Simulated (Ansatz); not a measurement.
A trial cell of Te2Mo was relaxed with PBE (plane waves to 420 eV, PAW, scalar-relativistic; Ansatz, a first-principles code).

Before: Cmce (No. 64), oS12; a = 6.663 Å, b = 8.917 Å, c = 7.450 Å, α = β = γ = 90.00°.

After relaxation:

Simulated powder pattern, Cu Kα, λ = 1.54184 Å (kinematic, ideal powder, no thermal factors, no anomalous dispersion; the 24 strongest lines at most, above 1 %, up to 2θ = 90°):

| 2θ (°) | I/Imax (%) |
|---|---|
| 23.15 | 21 |
| 26.79 | 24 |
| 38.25 | 100 |
| 45.19 | 10.0 |
| 47.32 | 6.7 |
| 55.21 | 17 |
| 60.66 | 4.0 |
| 62.41 | 8.8 |
| 69.16 | 34 |
| 74.02 | 3.0 |
| 81.89 | 11 |
| 86.53 | 3.0 |
| 88.07 | 4.4 |

Q: Identify the relaxed structure from its pattern: crystal system, space group and cell.

A: Cubic, Fm-3m (No. 225), cF12, AFLOW prototype AB2_cF12_225_a_c (C1, as in CaF2); a = b = c = 6.6547 Å, α = β = γ = 90.00°. Sites: Mo 4a (0.000, 0.000, 0.000); Te 8c (0.250, 0.250, 0.250).

Q: Index the strongest lines.

A: 23.15° (111), 26.79° (200), 38.25° (220), 55.21° (400), 69.16° (422).

No spin polarisation in the result. A magnetic state may lie lower.

The run could not lose the symmetry of its start; a randomly shaken copy of 6 atoms returns to this structure.

The relaxed structure here is a generated cell of Te2Mo: the first start was made by a random draw of sites in a space group, and the end was not matched to a known phase here, so it may be hypothetical. Known forms of Te2Mo include space group No. 194.
